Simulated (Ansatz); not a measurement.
Relaxed Mo (bcc, W type):

```xyz
2
Lattice="-3.1506 3.1506 3.1506 0.0000 0.0000 3.1506 0.0000 3.1506 0.0000" Properties=species:S:1:pos:R:3 pbc="T T T"
Mo     0.0000     0.0000     0.0000
Mo    -1.5753     1.5753     1.5753
```

The atoms are displaced by Q × the pattern below (from a DFPT mode at H = (0.5, 0.5, 0.5), largest move 1; Q in Å), at fixed cell. It is one choice among 3 degenerate patterns. (q is in reciprocal vectors of the primitive cell; the cell shown is doubled to hold the pattern.)

```csv
atom,x,y,z
Mo1,0.000,0.000,1.000
Mo2,0.000,0.000,-1.000
```

Computed with r2SCAN (plane waves to 500 eV, PAW, scalar-relativistic; Ansatz, a program for electronic structure). k mesh 21×21×21 (Γ-centred), Fermi-Dirac smearing 0.05 eV. Energies are smeared free energies. With partly filled bands, energies and forces of such displacements shift with the k mesh and the smearing. Mo is run without spin polarisation. Mo was relaxed with its symmetry unable to fall. The zero of ΔE is the undisplaced structure. The last digit holds for this mesh only.

```json
[
 {"Q (Å)": "-0.2800", "ΔE (meV/cell)": "1148.3"},
 {"Q (Å)": "-0.2333", "ΔE (meV/cell)": "807.1"},
 {"Q (Å)": "-0.1867", "ΔE (meV/cell)": "510.7"},
 {"Q (Å)": "-0.1400", "ΔE (meV/cell)": "withheld"},
 {"Q (Å)": "-0.0933", "ΔE (meV/cell)": "107.0"},
 {"Q (Å)": "-0.0467", "ΔE (meV/cell)": "22.1"},
 {"Q (Å)": "0.0000", "ΔE (meV/cell)": "0.0"},
 {"Q (Å)": "0.0467", "ΔE (meV/cell)": "22.1"},
 {"Q (Å)": "0.0933", "ΔE (meV/cell)": "107.0"},
 {"Q (Å)": "0.1400", "ΔE (meV/cell)": "withheld"},
 {"Q (Å)": "0.1867", "ΔE (meV/cell)": "510.7"},
 {"Q (Å)": "0.2333", "ΔE (meV/cell)": "807.1"},
 {"Q (Å)": "0.2800", "ΔE (meV/cell)": "1148.3"}
]
```

Q: Fit an even polynomial form (powers 2, 4, 6) to the given rows and predict ΔE at Q = 0.1400.

A: Least squares on the 11 given rows: ΔE = (12170)·Q² + (93240)·Q⁴ + (-788400)·Q⁶, in meV/cell with Q in Å; root-mean-square residual 4.63 meV/cell. At 0.1400 the fit gives 268.4 meV/cell; the calculation gives 270.6 meV/cell, so the interpolation is off by -2.2 (-0.8 %). The quadratic term alone would give 238.5 meV/cell.

(For displaced atoms, the force is minus the slope of the energy, and its curvature is a force constant, which sets phonon frequencies.)
